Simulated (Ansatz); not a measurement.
**Li3Au (Fm-3m): electronic heat capacity and spin susceptibility from the density of states**

These are results of DFT PBEsol, scalar-relativistic, plane waves, PAW (Ansatz 0.2.0), not measurements.

Cutoff 420 eV; k points 12×12×12 on the computed 4-atom cell (Γ-centred); Gaussian smearing, width 0.10 eV; no spin polarisation.

Relaxed cell: Fm-3m, a = 6.218 Å, b = 6.218 Å, c = 6.218 Å, α = 90.00°, β = 90.00°, γ = 90.00°, 4 atoms in the primitive cell. Whether it is the stable form of this composition wasn't checked.

The density of states at the Fermi level is 1.257 states/eV in the cell of 4 atoms (1 formula unit; both spins, tetrahedra on a 18×18×18 mesh). Averaged over bins of 0.1 eV the density runs from 1.2 to 1.6 states/eV within 0.2 eV of the Fermi level, so the figure hangs on the exact place of that level.

Problem. What Sommerfeld coefficient and Pauli susceptibility does this give?

Solution. Per formula unit N(E_F) = 1.257 states/eV. γ = (π²/3) k_B² N(E_F) N_A = 2.357 mJ/(mol K²) per state/eV, so γ = 3.0 mJ/(mol K²), a mole of formula units. χ_P = μ_B² N(E_F) N_A = 3.23×10⁻⁵ emu/mol per state/eV gives 4.1×10⁻⁵ emu/mol. This is the bare band result: a measured γ of the same phase is as a rule larger by a factor 1 + λ from phonons and spin fluctuations, the spin part of χ is larger by the Stoner factor, and a measured χ also holds orbital and core terms. N(E_F) at one energy is sensitive to the mesh where the density of states has sharp peaks.

Spin-orbit coupling is left out, which matters for the bands of heavy elements.

Cost: 1 run of about 0.58 core-minutes, on Arm Neoverse V1 (shared hosts).